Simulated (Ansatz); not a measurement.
SnS:
```
SnS
1.0
   11.16104     0.00000     0.00000
    0.00000     3.99948     0.00000
    0.00000     0.00000     4.26193
Sn S
4 4
Direct
  0.61850   0.25000   0.38789
  0.38150   0.75000   0.61211
  0.88150   0.75000   0.88789
  0.11850   0.25000   0.11211
  0.35289   0.25000   0.02501
  0.64711   0.75000   0.97499
  0.14711   0.75000   0.52501
  0.85289   0.25000   0.47499
```

Relaxed with PBE+D3(BJ). Special points in fractions of this cell's reciprocal vectors: Γ (0.000, 0.000, 0.000); X (0.500, 0.000, 0.000); S (0.500, 0.500, 0.000); Y (0.000, 0.500, 0.000); Z (0.000, 0.000, 0.500); U (0.500, 0.000, 0.500); R (0.500, 0.500, 0.500); T (0.000, 0.500, 0.500).

Question: List the band energies nearest the valence-band maximum at these points for plane-wave PAW PBE+D3(BJ) with spin–orbit coupling (Ansatz code).

Answer: In eV from the valence-band maximum; about four levels below and three above (degenerate sets whole), none deeper than 8.9 eV; points with the same levels are listed once.

```
k                    below                above
-  -----------------------  -------------------
Γ  -0.87 -0.87 -0.72 -0.72  0.73 0.73 2.98 2.98
X  -0.76 -0.76 -0.76 -0.76  2.57 2.57 2.57 2.57
S  -1.06 -1.06 -1.06 -1.06  1.51 1.51 1.51 1.51
Y  -0.87 -0.87 -0.87 -0.87  1.10 1.10 1.10 1.10
Z  -0.15 -0.15 -0.15 -0.15  1.34 1.34 1.34 1.34
U  -0.09 -0.09 -0.09 -0.09  1.27 1.27 1.27 1.27
R  -1.79 -1.79 -1.79 -1.79  2.48 2.48 2.48 2.48
T  -1.62 -1.62 -1.62 -1.62  2.66 2.66 2.66 2.66
```

Space group Pnma. Symmetry was held in the PBE+D3(BJ) relaxation.

Potentials: the later of the program's two PAW sets.
